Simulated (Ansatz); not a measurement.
# Ti$_{10}$Ga$_{3}$Sb$_{3}$, first-principles data

Ti₁₀Ga₃Sb₃:
```yaml
crystal:
  lattice:
    - [7.81283, 0.00000, 0.00000]
    - [-3.90641, 6.76611, 0.00000]
    - [0.00000, 0.00000, 5.31193]
  atoms:
    - { symbol: Ti, position: [0.66667, 0.33333, 0.73981] }
    - { symbol: Ti, position: [0.66667, 0.33333, 0.26019] }
    - { symbol: Ti, position: [0.33333, 0.66667, 0.73981] }
    - { symbol: Ti, position: [0.33333, 0.66667, 0.26019] }
    - { symbol: Ti, position: [0.74968, 0.74968, 0.50000] }
    - { symbol: Ti, position: [0.00000, 0.25032, 0.50000] }
    - { symbol: Ti, position: [0.25032, 0.00000, 0.50000] }
    - { symbol: Ti, position: [0.23972, 0.23972, 0.00000] }
    - { symbol: Ti, position: [0.00000, 0.76028, 0.00000] }
    - { symbol: Ti, position: [0.76028, 0.00000, 0.00000] }
    - { symbol: Ga, position: [0.38628, 0.38628, 0.50000] }
    - { symbol: Ga, position: [0.00000, 0.61372, 0.50000] }
    - { symbol: Ga, position: [0.61372, 0.00000, 0.50000] }
    - { symbol: Sb, position: [0.60268, 0.60268, 0.00000] }
    - { symbol: Sb, position: [0.00000, 0.39732, 0.00000] }
    - { symbol: Sb, position: [0.39732, 0.00000, 0.00000] }
```

Space group P-62m (No. 189); conventional cell a = 7.813 Å, b = 7.813 Å, c = 5.312 Å, α = 90.00°, β = 90.00°, γ = 120.00°.

Method: r²SCAN (plane waves, PAW; program Ansatz). Geometry: relaxed at this level of theory. Other levels are named where they apply.

Cell and energy:

```yaml
volume_per_atom: 17.55 Å³
density: 6.23 g/cm³
Formation energy from the elements (no fitted shifts): -0.54 eV/atom
```

Electronic structure:

```yaml
electronic_character: metallic (no gap)
Density of states at the Fermi level: 0.58 states/eV per atom (mean over ±0.08 eV)
```

The first step of the workflow began from a Materials Project structure, measured or hypothetical; the Crystallography Open Database copy checked does not list it. With Ga and Sb taken as one species the cell has the higher symmetry P6_3/mcm, so it may be an ordered model of a mixed-site phase. Its standing as an ambient phase is unchecked. The r²SCAN relaxation kept the symmetry of its start; its stability against distortions is not shown here. No spin polarisation was allowed. The references are the lowest solids computed at this level, not always the standard phases. Spin–orbit coupling is left out wherever it is not named.

Potentials: the earlier of the program's two PAW sets.
